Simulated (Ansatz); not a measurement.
Property card for HfTe

HfTe:
```yaml
crystal:
  lattice:
    - [3.49385, 0.00000, 0.00000]
    - [0.00000, 3.49385, 0.00000]
    - [0.00000, 0.00000, 3.49385]
  atoms:
    - { symbol: Hf, position: [0.00000, 0.00000, 0.00000] }
    - { symbol: Te, position: [0.50000, 0.50000, 0.50000] }
```

Space group Pm-3m (No. 221), CsCl type; conventional cell a = 3.4938 Å, b = 3.4938 Å, c = 3.4938 Å, α = 90.00°, β = 90.00°, γ = 90.00°.

Method: PBEsol (plane waves, PAW; program Ansatz). Geometry: relaxed at this level of theory. Other levels are named where they apply.

**Cell and energy**

Volume per atom: 21.32 Å³
Density: 11.92 g/cm³
Formation energy from the elements (no fitted shifts): -0.63 eV/atom

**Electronic structure**

- Electronic character = metallic (no gap)
- Density of states at the Fermi level = 0.20 states/eV per atom (mean over ±0.08 eV)
- Gap with spin–orbit coupling = none (metallic)

**Mechanics**

- Bulk modulus (Birch–Murnaghan fit): 119 GPa
- Pressure derivative B′: 4.4
- Elastic constants (relaxed ions, GPa): C11 = 254, C12 = 50.9, C44 = 91.8
- Mechanical stability: stable (all eigenvalues of C positive)
- Hill bulk and shear moduli: 119 and 95.6 GPa
- Young's modulus: 226 GPa
- Poisson's ratio: 0.18
- Debye temperature from the elastic constants: 335 K

**Phonons**

Highest zone-centre frequency: 123 cm⁻¹
Zone-centre stability: no imaginary mode at Γ

The cell is a constructed one: a structure type filled with these elements; neither database checked (COD, Materials Project) lists it. Its standing as an ambient phase is unchecked. Symmetry was held in the PBEsol relaxation. No spin polarisation was allowed. As this level gives no gap, shear constants depend on the k-mesh and smearing (Fermi–Dirac, 0.1 eV here). As this level gives no gap, phonon frequencies hold no LO–TO term and depend on the k-mesh and smearing (Fermi–Dirac, 0.1 eV here). The references are the lowest solids computed at this level, not always the standard phases. Scalar-relativistic: spin–orbit coupling is off unless named, which matters more the heavier the elements.

Potentials: the earlier of the program's two PAW sets. The files were generated under PBE; for other functionals the program regenerates the frozen cores, and for LDA and PBEsol the local potential too.
